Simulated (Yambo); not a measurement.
Yambo run on KLuO2 (space group R-3m, No. 166) under isotropic strain of -1.5 % on all lattice vectors. The wavefunctions come from this Quantum ESPRESSO step (PBEsol, PseudoDojo standard norm-conserving files, scalar-relativistic):

```
&CONTROL
  calculation = 'nscf'
  pseudo_dir = './pseudo'
  outdir = './out'
/
&SYSTEM
  ibrav = 0
  nat = 4
  ntyp = 3
  ecutwfc = 100.0
  ecutrho = 400.0
  occupations = 'fixed'
  force_symmorphic = .true.
  nbnd = 123
/
&ELECTRONS
  conv_thr = 4e-09
  diago_full_acc = .true.
  diago_thr_init = 1e-08
/
ATOMIC_SPECIES
O 15.9990 O.upf
K 39.0983 K.upf
Lu 174.9668 Lu.upf
CELL_PARAMETERS angstrom
  1.651950574948   0.953754109134   6.040251071540
 -1.651950574948   0.953754109134   6.040251071540
  0.000000000000  -1.907508218268   6.040251071540
ATOMIC_POSITIONS crystal
O   0.229557136000   0.229557136000   0.229557136000
O   0.770442864000   0.770442864000   0.770442864000
K   0.000000000000   0.000000000000   0.000000000000
Lu   0.500000000000   0.500000000000   0.500000000000
K_POINTS automatic
4 4 4 0 0 0
```

Yambo input:

```
rim_cut
gw0
dyson
el_el_corr
HF_and_locXC
ppa
em1d
RandQpts= 1000000
RandGvec= 1 Ry
EXXRLvcs= 100 Ry
VXCRLvcs= 400 Ry
Chimod= "HARTREE"
% BndsRnXp
 2 | 122 |
%
NGsBlkXp= 8 Ry
% LongDrXp
 1.0 | 1.0 | 1.0 |
%
PPAPntXp= 27.2114 eV
% GbndRnge
 1 | 122 |
%
GTermKind= "BG"
DysSolver= "n"
ExtendOut
% QPkrange
 1 | 1 | 23 | 24 |
 3 | 3 | 23 | 24 |
 7 | 7 | 23 | 24 |
%
```

k points by index: 1 = Γ, 3 = L, 7 = F.

Resulting energies as the program prints them:

```
#    K-point    Band    Eo [eV]    E [eV]    E-Eo [eV]    Vxc [eV]    Vnlxc [eV]    Sc|Eo [eV]    Sc|E [eV]    dSc/dw|Eo [eV]    Re(Z)    Im(Z)
#
    1    23    0.000000    0.219091    0.219091    -24.59618    -28.62233    4.299149    4.245247    -6.697371    0.802487    -0.001036
    1    24    3.977006    4.772854    0.795848    -11.27551    -6.542739    -3.802343    -3.936925    -4.601157    0.855366    -0.802853E-3
    3    23    -0.576055    -0.229756    0.346299    -25.29748    -29.34471    4.479007    4.393525    -6.718787    0.801981    -0.001064
    3    24    4.633093    5.524747    0.891654    -13.92325    -9.621931    -3.241004    -3.409670    -5.146964    0.840938    -0.768354E-3
    7    23    -0.401283    -0.237345    0.163937    -24.42503    -28.58319    4.362380    4.322096    -6.690251    0.802656    -0.001047
    7    24    3.541504    4.439871    0.898367    -11.58313    -7.158549    -3.373974    -3.526215    -4.610995    0.855101    -0.810149E-3
```
(The two width columns are left out.) Convergence of these settings isn't established.

Geometry strained from the cell relaxed with PBEsol, atoms relaxed again.

The structure is a Materials Project entry; no match was found in the copy of COD used, and its stability was not checked.
